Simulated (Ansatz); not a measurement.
Input:

Rb2H4Pt:
```
CELL_PARAMETERS angstrom
      5.86652     0.00000     0.00000
      0.00000     5.86652     0.00000
      0.00000     0.00000     8.41783
ATOMIC_POSITIONS crystal
  Rb 0.00000 0.50000 0.25000
  Rb 0.00000 0.50000 0.75000
  Rb 0.50000 0.00000 0.25000
  Rb 0.50000 0.00000 0.75000
  H  0.50000 0.50000 0.30416
  H  0.50000 0.50000 0.69584
  H  0.00000 0.00000 0.80416
  H  0.00000 0.00000 0.19584
  H  0.30119 0.69881 0.50000
  H  0.69881 0.30119 0.50000
  H  0.80119 0.80119 0.00000
  H  0.19881 0.19881 0.00000
  Pt 0.50000 0.50000 0.50000
  Pt 0.00000 0.00000 0.00000
```

This is the r²SCAN-relaxed structure. Cartesian axes are those of the cell as given.

Task: All from plane-wave PAW r²SCAN (Ansatz code), unless another level is named. Predict the gap with spin–orbit coupling.

Result: 3.30 eV.

Task: Predict the hole effective mass with spin–orbit coupling.

Result: 8.6 along z (mₑ).

Task: Give the electron effective mass with spin–orbit coupling.

Result: 0.79, 0.88, 1.1 mₑ (principal values).

Space group P4_2/mnm. The workflow started from a Materials Project entry (that database holds measured and hypothetical structures alike); the Crystallography Open Database copy checked does not list it. Its standing as an ambient phase is unchecked. Symmetry was held in the r²SCAN relaxation; whether a distortion lowers the energy is not shown. No spin polarisation was allowed. Scalar-relativistic: spin–orbit coupling is off unless named, which matters more the heavier the elements.

Potentials: the later of the program's two PAW sets.
